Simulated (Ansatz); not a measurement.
**Stationary points along a deformation path in Ca2GePd3**

All numbers below come from DFT PBEsol, scalar-relativistic, plane waves, PAW in Ansatz 0.2.0. Cutoff 420 eV, Γ-centred 12×12×12 k-points, Gaussian smearing of 0.15 eV. No spin polarisation. Energies are free energies at this smearing, counted from the undisturbed cell; pressure is positive in compression.

Zero of the scan (relaxed at this level; it needn't be the usual structure):

```
Ca Ge Pd
1.0
     2.78347    1.60704    4.07632
    -2.78347    1.60704    4.07632
     0.00000   -3.21407    4.07632
Ca Ge Pd
2 1 3
Direct
  0.87253 0.87253 0.87253
  0.12747 0.12747 0.12747
  0.50000 0.50000 0.50000
  0.50000 0.50000 0.00000
  0.00000 0.50000 0.50000
  0.50000 0.00000 0.50000
```

At fixed volume and fractional coordinates, lengths along (0.000, 0.000, 1.000) are scaled against those across it; ρ is that ratio over its starting value. V = 18.234 Å³/atom. Δσ is the stress along the axis less the mean stress across it (compression positive).

```csv
ρ,ΔE (meV/atom),Δσ (GPa),space group
0.850,107.7,16.22,R-3m
0.920,30.0,9.27,R-3m
1.000,0.0,0.02,R-3m
1.100,39.8,-10.98,R-3m
1.200,142.1,-19.74,R-3m
```

Problem. How does the stress give the slope of the energy, and where is the energy stationary?

Solution. Along the path d ln(length) is 2/3 d ln ρ on the axis and −1/3 d ln ρ across it, so dE/d ln ρ = −(2/3) V Δσ: the energy falls with ρ where Δσ is positive. Δσ vanishes or changes sign at ρ = 1.000 (R-3m), a minimum at 0.0 meV/atom. Pairs of stationary points between two samples would go unseen, and could change a minimum read from distant neighbours into a maximum.

Problem. Integrate that slope from ρ = 1 to 0.850 by the trapezoid rule.

Solution. With V/N in Å³ and 1 eV/Å³ = 160.2 GPa the slopes at ρ = 1.000, 0.920, 0.850 are -2, -703, -1231 meV/atom per unit of ln ρ. The steps add 29.4 + 76.5 = 105.9 meV/atom, against 107.7 from the energies; the trapezoid rule misses the curvature of the slope within each step.

Forces appear on the atoms along this scan, and letting them relax would lower the energy and soften the response. In a metal these slopes depend on the k mesh and the smearing.

Cost: 5 runs of about 8.5 core-minutes in all, on Arm Neoverse N1 (shared hosts).